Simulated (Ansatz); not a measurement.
Relaxation of a randomly generated symmetric cell of InSe (space group No. 107); 6 atoms in the cell, which starts as I4mm (No. 107), tI12; a = b = 6.243 Å, c = 11.782 Å, α = β = γ = 90.00°. Method: r2SCAN (plane waves to 500 eV, PAW, scalar-relativistic; Ansatz, a quantum-chemistry and plane-wave program). Γ-centred k-mesh 5×5×5 on the run's cell (coarser than for final values), Fermi–Dirac smearing 0.05 eV. This is the first round of the run. 

The optimiser's lines from the output (shortened; P is positive under compression):

```
relax step   1: F+E_penalty+E_count = -33265.26026179 eV  Δ(F+E_penalty+E_count) = +0.000e0 eV  max|allowed force component| = 1.070e1 eV/Å  Δτ_max = 0.0000 Å  P = -0.341 GPa  Ω = 229.565 Å³  (10 SCF iters, dr2 threshold 1.00e-7 eV, accepted)
relax step   2: F+E_penalty+E_count = -33267.74943637 eV  Δ(F+E_penalty+E_count) = -2.489e0 eV  max|allowed force component| = 3.415e0 eV/Å  Δτ_max = 0.1948 Å  P = -2.975 GPa  Ω = 226.229 Å³  (10 SCF iters, dr2 threshold 6.00e-7 eV, accepted)
relax step   3: F+E_penalty+E_count = -33269.77855215 eV  Δ(F+E_penalty+E_count) = -2.029e0 eV  max|allowed force component| = 2.494e0 eV/Å  Δτ_max = 0.1971 Å  P = -4.118 GPa  Ω = 200.662 Å³  (8 SCF iters, dr2 threshold 6.00e-7 eV, accepted)
relax step   4: F+E_penalty+E_count = -33270.89223772 eV  Δ(F+E_penalty+E_count) = -1.114e0 eV  max|allowed force component| = 1.651e0 eV/Å  Δτ_max = 0.1949 Å  P = -4.036 GPa  Ω = 189.527 Å³  (8 SCF iters, dr2 threshold 6.00e-7 eV, accepted)
relax step   5: F+E_penalty+E_count = -33271.72302361 eV  Δ(F+E_penalty+E_count) = -8.308e-1 eV  max|allowed force component| = 6.382e-1 eV/Å  Δτ_max = 0.1949 Å  P = -1.330 GPa  Ω = 174.472 Å³  (8 SCF iters, dr2 threshold 6.00e-7 eV, accepted)
relax step   6: F+E_penalty+E_count = -33271.96287398 eV  Δ(F+E_penalty+E_count) = -2.399e-1 eV  max|allowed force component| = 2.987e-1 eV/Å  Δτ_max = 0.0849 Å  P = +0.804 GPa  Ω = 166.751 Å³  (8 SCF iters, dr2 threshold 6.00e-7 eV, accepted)
relax step   7: F+E_penalty+E_count = -33271.97006437 eV  Δ(F+E_penalty+E_count) = -7.190e-3 eV  max|allowed force component| = 2.728e-1 eV/Å  Δτ_max = 0.0281 Å  P = +0.625 GPa  Ω = 167.330 Å³  (7 SCF iters, dr2 threshold 6.00e-7 eV, accepted)
relax step   8: F+E_penalty+E_count = -33271.96617444 eV  Δ(F+E_penalty+E_count) = +3.890e-3 eV  max|allowed force component| = 7.593e-1 eV/Å  Δτ_max = 0.0770 Å  P = +0.689 GPa  Ω = 169.474 Å³  (7 SCF iters, dr2 threshold 6.00e-7 eV, rejected (line search))
relax step   9: F+E_penalty+E_count = -33271.98885388 eV  Δ(F+E_penalty+E_count) = -1.879e-2 eV  max|allowed force component| = 8.040e-2 eV/Å  Δτ_max = 0.0389 Å  P = +0.006 GPa  Ω = 170.811 Å³  (13 SCF iters, accepted)
relax step  10: F+E_penalty+E_count = -33272.00110704 eV  Δ(F+E_penalty+E_count) = -1.225e-2 eV  max|allowed force component| = 1.690e-1 eV/Å  Δτ_max = 0.0485 Å  P = +0.295 GPa  Ω = 171.731 Å³  (8 SCF iters, dr2 threshold 4.04e-7 eV, accepted)
relax step  11: F+E_penalty+E_count = -33272.00837279 eV  Δ(F+E_penalty+E_count) = -7.266e-3 eV  max|allowed force component| = 2.189e-1 eV/Å  Δτ_max = 0.1090 Å  P = +0.030 GPa  Ω = 172.503 Å³  (8 SCF iters, dr2 threshold 6.00e-7 eV, accepted)
relax step  12: F+E_penalty+E_count = -33271.99064117 eV  Δ(F+E_penalty+E_count) = +1.773e-2 eV  max|allowed force component| = 2.837e-1 eV/Å  Δτ_max = 0.1913 Å  P = -0.109 GPa  Ω = 172.634 Å³  (8 SCF iters, dr2 threshold 6.00e-7 eV, rejected (line search))
relax step  13: F+E_penalty+E_count = -33272.00149613 eV  Δ(F+E_penalty+E_count) = +6.877e-3 eV  max|allowed force component| = 3.727e-1 eV/Å  Δτ_max = 0.0927 Å  P = +0.282 GPa  Ω = 174.137 Å³  (13 SCF iters, rejected (line search))
relax step  14: F+E_penalty+E_count = -33272.02068780 eV  Δ(F+E_penalty+E_count) = -1.232e-2 eV  max|allowed force component| = 6.316e-2 eV/Å  Δτ_max = 0.0452 Å  P = -0.021 GPa  Ω = 172.600 Å³  (13 SCF iters, accepted)
relax step  15: F+E_penalty+E_count = -33272.02510285 eV  Δ(F+E_penalty+E_count) = -4.415e-3 eV  max|allowed force component| = 3.824e-2 eV/Å  Δτ_max = 0.0663 Å  P = -0.083 GPa  Ω = 172.961 Å³  (8 SCF iters, dr2 threshold 2.49e-7 eV, accepted)
relax step  16: F+E_penalty+E_count = -33272.02561433 eV  Δ(F+E_penalty+E_count) = -5.115e-4 eV  max|allowed force component| = 4.942e-3 eV/Å  Δτ_max = 0.0109 Å  P = +0.021 GPa  Ω = 172.447 Å³  (7 SCF iters, dr2 threshold 9.14e-8 eV, accepted)
relax step  17: F+E_penalty+E_count = -33272.02564347 eV  Δ(F+E_penalty+E_count) = -2.914e-5 eV  max|allowed force component| = 1.885e-3 eV/Å  Δτ_max = 0.0030 Å  P = -0.017 GPa  Ω = 172.503 Å³  (8 SCF iters, dr2 threshold 2.15e-9 eV, accepted)
relax step  18: F+E_penalty+E_count = -33272.02481111 eV  Δ(F+E_penalty+E_count) = +8.324e-4 eV  max|allowed force component| = 1.850e-3 eV/Å  Δτ_max = 0.0000 Å  P = -0.020 GPa  Ω = 172.503 Å³  stress off target by 2.14e-2 GPa  SCF on the basis re-selected at this cell (its energy is not comparable with the rows above)  (8 SCF iters)
relax step  19: F+E_penalty+E_count = -33272.02483180 eV  Δ(F+E_penalty+E_count) = -2.068e-5 eV  max|allowed force component| = 1.718e-4 eV/Å  Δτ_max = 0.0022 Å  P = -0.001 GPa  Ω = 172.344 Å³  (8 SCF iters, dr2 threshold 1.14e-9 eV, accepted)
relax step  20: F+E_penalty+E_count = -33272.02482442 eV  Δ(F+E_penalty+E_count) = +7.376e-6 eV  max|allowed force component| = 1.712e-4 eV/Å  Δτ_max = 0.0000 Å  P = -0.002 GPa  Ω = 172.344 Å³  stress off target by 3.26e-3 GPa  SCF on the basis re-selected at this cell (its energy is not comparable with the rows above)  (4 SCF iters)
```

From the first to the last row the energy changes by -1.13 eV/atom and the volume by -24.9 %. The last row is marked as not comparable with the walk above it, whose basis was carried along; it does compare with step 1, since both stand on a basis selected at the nominal cutoff for their own cell.

Steps 8, 12, 13 were rejected by the optimiser.

Later rounds, restarted from the end of this one on a renewed k-mesh, logged 8 more steps and released under 0.01 eV/atom more. The final structure after all rounds: I4mm (No. 107), tI12; a = b = 5.1277 Å, c = 13.0849 Å, α = β = γ = 90.00°. Between re-selections the logged energies stand on a plane-wave basis carried along with the cell. No spin polarisation in the result. The relaxed primitive cell holds an odd number of electrons. A magnetic state may lie lower.

The run could not lose the symmetry of its start: the end is stationary, and may be a saddle point rather than a minimum.

The relaxed structure here is a generated cell of InSe: the first start was made by a random draw of sites in a space group, and the end was not matched to a known phase here, so it may be hypothetical. Known forms of InSe include space group No. 194.
